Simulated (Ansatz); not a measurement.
NiGe (CsCl type, Pm-3m) at seven volumes, r²SCAN (plane waves, PAW; program Ansatz), scaled uniformly. One row is withheld.

| V (Å³/atom) | P (GPa) |
|---|---|
| 11.518 | 18.04 |
| 11.897 | 10.92 |
| 12.277 | ? |
| 12.657 | 0.00 |
| 13.037 | -4.12 |
| 13.416 | -7.60 |
| 13.796 | -10.47 |

Task: Fit the shown pressures and predict the withheld one.

Result: P = (3/2)B₀(x^(7/2) − x^(5/2))[1 + (3/4)(B′ − 4)(x − 1)] with x = (V₀/V)^(2/3). Least squares on the six rows gives V₀ = 12.658 Å³/atom, B₀ = 151 GPa, B′ = 5.01. At V = 12.277, x = 1.0206 and P = 4.98 GPa. The run itself gave 4.88 GPa.

A made-up cell: these elements were put on the sites of a structure type; neither database checked (COD, Materials Project) lists it. COD files the formula under space group No. 62, so this cell is another polymorph or a model. Its standing as an ambient phase is unchecked. Symmetry was held in the r²SCAN relaxation; its stability against distortions is not shown here. The workflow began spin-polarised and lost its moments.

Potentials: the earlier of the program's two PAW sets.
